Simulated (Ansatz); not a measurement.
Relaxed-ion elastic tensor of Be₃N₂ in space group P6_3/mmc (No. 194; Be on 4f, Be on 2b, N on 2a, N on 2c) in GPa (Voigt order), the program Ansatz at the PBEsol level (PAW); density 2.70 g/cm³, 6.77 Å³ per atom.

```
 483   128  75.7   0.0   0.0   0.0
 128   483  75.7   0.0   0.0   0.0
75.7  75.7   443   0.0   0.0   0.0
 0.0   0.0   0.0   172   0.0   0.0
 0.0   0.0   0.0   0.0   172   0.0
 0.0   0.0   0.0   0.0   0.0   177
```

Q: Is the crystal mechanically stable?

A: Yes: the smallest eigenvalue of C is 172 GPa.

Q: Work out the Voigt, Reuss and Hill averages.

A: K_V = 219, K_R = 217, K_H = 218; G_V = 179, G_R = 179, G_H = 179 GPa.

Q: Give Young's modulus, Poisson's ratio, Pugh's ratio and the universal anisotropy index.

A: E = 9KG/(3K + G) = 422 GPa; ν = 0.18; K/G = 1.22 (brittle by the Pugh limit of 1.75); A_U = 5G_V/G_R + K_V/K_R − 6 = 0.03.

Q: Estimate the sound speeds and the Debye temperature.

A: v_l = √((K + 4G/3)/ρ) = 13000 m/s, v_t = √(G/ρ) = 8140 m/s, mean 8970 m/s; Θ = (h/k)(3n/4πV)^(1/3) v_m = 1410 K.

Q: Solve the Christoffel equation for the three sound speeds along x, y, z.

A: Eigenvalues of C_ijkl n_j n_l equal ρv². In km/s, slowest first: x 7.97, 8.10, 13.37; y 7.97, 8.10, 13.37; z 7.97, 7.97, 12.81.

Q: How much does each axis shrink under pressure?

A: Linear compressibilities β_i = Σ_j S_ij (j = 1 to 3): x 1.4, y 1.4, z 1.8 per TPa.

The first step of the workflow began from a Materials Project structure, measured or hypothetical; the Crystallography Open Database copy checked does not list it. COD files the formula under space group No. 206. Its standing as an ambient phase is unchecked. Symmetry was held in the PBEsol relaxation; whether a distortion lowers the energy is not shown.

Potentials: the later of the program's two PAW sets.
